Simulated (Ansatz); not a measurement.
Ag3SI in space group R3 (No. 146; Ag on 9b, S on 3a, I on 3a), DFT-PBEsol in the program Ansatz with PAW potentials. The conduction-band minimum lies at Γ, with 1 equivalent valley. Second derivatives d²E/dk² of the lowest band at one valley (eV·Å²), along Cartesian directions:

```
direction  d²E/dk²
---------  -------
[100]        40.79
[010]        40.79
[001]        43.09
[110]        40.79
[101]        41.94
[011]        41.94
```

Problem. Find the principal effective masses, the density-of-states mass and the conductivity mass.

Solution. Off-diagonal terms follow from H_xy = H[110] − (H_xx + H_yy)/2, and m*/mₑ = 7.620 eV·Å² over each eigenvalue: 0.18, 0.19, 0.19. One valley's DOS mass (m₁m₂m₃)^(1/3) = 0.18, conductivity mass 3/(Σ 1/mᵢ) = 0.18 mₑ.

Problem. What effective density of states Nc follows at 300 K for parabolic valleys?

Solution. Nc = 2.509e19 × 1 × (0.18)^(3/2) ≈ 1.9e18 cm⁻³.

The workflow started from an entry of the Crystallography Open Database (COD), which files this formula under 2 space groups. Whether it is the stable phase at ambient conditions was not checked. Symmetry was held in the PBEsol relaxation; whether a distortion lowers the energy is not shown. No spin polarisation was allowed. Spin–orbit coupling is left out wherever it is not named.

Potentials: the later of the program's two PAW sets.

Edges and masses are those of Kohn–Sham bands, whose gap is no quasiparticle gap.
